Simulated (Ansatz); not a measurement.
KTe (space group P6_3/mmc)

```xyz
8
Lattice="5.6041 0.0000 0.0000 -2.8020 4.8533 0.0000 0.0000 0.0000 12.3829" Properties=species:S:1:pos:R:3 pbc="T T T"
K      0.0000     0.0000     0.0000
K      0.0000     0.0000     6.1915
K      0.0000     3.2355     3.0957
K      2.8020     1.6178     9.2872
Te     0.0000     3.2355     7.8804
Te     2.8020     1.6178     4.5025
Te     2.8020     1.6178     1.6890
Te     0.0000     3.2355    10.6940
```

The volume is varied about the relaxed value V₀ at fixed cell shape. The atoms relax within the cell's symmetry.

The numbers are results of r2SCAN (plane waves to 500 eV, PAW, scalar-relativistic; Ansatz, a quantum-chemistry and plane-wave program), not measurements. k mesh 7×7×3 (Γ-centred), Fermi-Dirac smearing 0.05 eV. The energy includes the smearing's −TS. Compression counts positive. KTe was relaxed with its symmetry unable to fall. Spin-orbit coupling is left out, though Te is heavy. The zero of ΔE is the relaxed starting cell.

```csv
V (Å³/cell),P (GPa),ΔE (meV/atom)
316.58,0.99,…
320.62,0.76,4.6
324.66,0.55,…
328.71,0.35,1.1
332.75,0.17,0.3
336.79,0.00,0.0
340.83,-0.16,0.3
344.87,-0.31,1.0
348.91,-0.45,2.2
352.96,-0.57,3.8
357.00,-0.69,5.8
```

Q: Complete the blanks.

A: 
- 316.58, ΔE (meV/atom): 7.3
- 324.66, ΔE (meV/atom): 2.5

(Under strain, the slope of the energy per volume gives the stress and its curvature an elastic modulus.)
